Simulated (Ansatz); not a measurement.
Values for one crystal, relaxed and computed with the program Ansatz at the r²SCAN level (PAW); other levels are named.

| Property | Result |
|---|---|
| Volume per atom | 19.48 Å³ |
| Electronic character | metallic (no gap) |
| Formation energy from the elements (no fitted shifts) | -0.53 eV/atom |
| Density of states at the Fermi level | 0.67 states/eV per atom (mean over ±0.08 eV) |

Problem. Pick the material that matches.
(A) Si2W, fluorite or antifluorite type
(B) Ta2Se, P4/nmm (Ta on 2c, Ta on 2c, Se on 2c)
(C) NbSi, CsCl type
(D) CdTe, CsCl type

Solution. B, Ta2Se, P4/nmm (Ta on 2c, Ta on 2c, Se on 2c)

The first step of the workflow began from a Materials Project structure, measured or hypothetical; the Crystallography Open Database files this formula in space group No. 129, but the cells were not matched. Whether it is the stable phase at ambient conditions was not checked. The cell was relaxed with r²SCAN under the symmetry of its start; whether a distortion lowers the energy is not shown. The run is not spin-polarised. A crystal of weakly bound layers computed without a dispersion correction: the cell and the soft elastic constants depend strongly on that. The references are the lowest solids computed at this level, not always the standard phases. Spin–orbit coupling is left out wherever it is not named.

Potentials: the later of the program's two PAW sets.
